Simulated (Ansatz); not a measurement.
TaSeS:
```xyz
3
Lattice="3.4304 0.0000 0.0000 -1.7152 2.9708 0.0000 0.0000 0.0000 6.1892" Properties=species:S:1:pos:R:3 pbc="T T T"
Ta     0.0000     0.0000     0.0653
Se     1.7152     0.9903     4.5833
S      0.0000     1.9806     1.5405
```

Relaxed with r²SCAN+D4. Special points in fractions of this cell's reciprocal vectors: Γ (0.000, 0.000, 0.000); M (0.500, 0.000, 0.000); K (0.333, 0.333, 0.000); A (0.000, 0.000, 0.500); L (0.500, 0.000, 0.500); H (0.333, 0.333, 0.500).

Problem. List the band energies nearest the Fermi level at these points for r²SCAN+D4 (plane waves, PAW; program Ansatz).

Solution. In eV from the Fermi level; about four levels below and three above (degenerate sets whole), none deeper than 8.9 eV; points with the same levels are listed once.

| k | below | above |
|---|---|---|
| Γ | -4.05 -4.05 -1.61 -0.54 -0.54 | 0.08 0.08 0.08 |
| M | -4.05 -3.63 -2.15 -0.91 | 2.33 2.90 4.10 |
| K | -5.33 -4.08 -3.80 -3.50 | 1.35 1.81 2.00 |
| A | -4.03 -4.03 -3.79 -0.68 -0.68 | 0.06 0.06 0.95 |
| L | -4.17 -2.52 -1.89 -1.26 | 2.33 2.88 4.18 |
| H | -5.48 -4.03 -3.74 -3.70 | 1.28 1.29 1.37 |

Space group P3m1. The first step of the workflow began from a Materials Project structure, measured or hypothetical; the Crystallography Open Database copy checked does not list it. With Se and S taken as one species the cell has the higher symmetry P-3m1, so it may be an ordered model of a mixed-site phase. Its standing as an ambient phase is unchecked. The r²SCAN+D4 relaxation kept the symmetry of its start; whether a distortion lowers the energy is not shown. The run is not spin-polarised. With an odd number of electrons in the cell and no spin polarisation, the count alone makes it a metal. Scalar-relativistic: spin–orbit coupling is off unless named, which matters more the heavier the elements.

Potentials: the later of the program's two PAW sets.
